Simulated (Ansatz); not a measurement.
This guess for AlIn3As4 is about to be relaxed.

```
Al In As
1.0
     4.04806    0.00000    0.00000
     0.00000    4.04806    0.00000
     0.00000    0.00000   11.44965
Al In As
1 3 4
Direct
  0.00000 0.00000 0.00000
  0.50000 0.50000 0.25000
  0.00000 0.00000 0.50000
  0.50000 0.50000 0.75000
  0.50000 0.00000 0.12500
  0.00000 0.50000 0.37500
  0.50000 0.00000 0.62500
  0.00000 0.50000 0.87500
```

Level of theory: DFT PBE, scalar-relativistic, plane waves, PAW (Ansatz 0.2.0). Cutoff 420 eV, Gaussian smearing, Γ-centred meshes. Cell and atoms relax first on a coarse mesh and then on a finer one. In between, the cell is made exact in the group found at 0.06 Å. In metals the finer mesh still leaves noise of several meV/atom or more. The steps can't lower the symmetry of their start. No spin polarisation.

A guess keeps its type if space group and coordination stay and the shape of the cell changes little (axis ratios within about 15 %, angles within 6°); the volume may change.

Problem. Does this structure survive the relaxation?

Solution. It keeps its type. The symmetry stays P-4m2 (No. 115). The volume per atom grows by 19.0 %, from 23.5 to 27.9 Å³. The shortest distance goes from 2.48 Å (Al–As and In–As) to 2.52 Å (Al–As). The ratio c/a of the conventional cell changes by a factor of 1.00. Counting neighbours within 15 % of an atom's shortest distance, the start has Al 4, As 4, In 4 and the end Al 4, As 4, In 4.

The last run used a 10×10×4 mesh (in the run's order of axes) for its 8-atom cell and Gaussian smearing of 0.10 eV. Symmetry constrained the relaxation, so the result can be a saddle point.
